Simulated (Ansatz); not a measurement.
Relaxed-ion elastic tensor of AgBr (rock salt, Fm-3m) in GPa (Voigt order), DFT-PBE in the program Ansatz with PAW potentials; density 6.26 g/cm³, 24.91 Å³ per atom.

```
52.8  31.8  31.8   0.0   0.0   0.0
31.8  52.8  31.8   0.0   0.0   0.0
31.8  31.8  52.8   0.0   0.0   0.0
 0.0   0.0   0.0   7.5   0.0   0.0
 0.0   0.0   0.0   0.0   7.5   0.0
 0.0   0.0   0.0   0.0   0.0   7.5
```

Task: Is the crystal mechanically stable?

Result: Yes: the smallest eigenvalue of C is 7.5 GPa.

Task: Work out the Voigt, Reuss and Hill averages.

Result: K_V = 38.8, K_R = 38.8, K_H = 38.8; G_V = 8.7, G_R = 8.5, G_H = 8.6 GPa.

Task: Give Young's modulus, Poisson's ratio, Pugh's ratio and the universal anisotropy index.

Result: E = 9KG/(3K + G) = 24.0 GPa; ν = 0.40; K/G = 4.52 (ductile by the Pugh limit of 1.75); A_U = 5G_V/G_R + K_V/K_R − 6 = 0.14.

Task: Estimate the sound speeds and the Debye temperature.

Result: v_l = √((K + 4G/3)/ρ) = 2830 m/s, v_t = √(G/ρ) = 1170 m/s, mean 1320 m/s; Θ = (h/k)(3n/4πV)^(1/3) v_m = 135 K.

Task: Give the Zener ratio and Young's modulus along [100], [110] and [111].

Result: A = 2C44/(C11 − C12) = 0.71; 1/E = S11 − 2(S11 − S12 − S44/2)Γ with Γ = 0, 1/4, 1/3 gives 28.9, 22.6, 21.1 GPa.

The PBE relaxation kept the symmetry of its start; phonons on a q-mesh show no instability. No spin polarisation was allowed.

Potentials: the later of the program's two PAW sets.
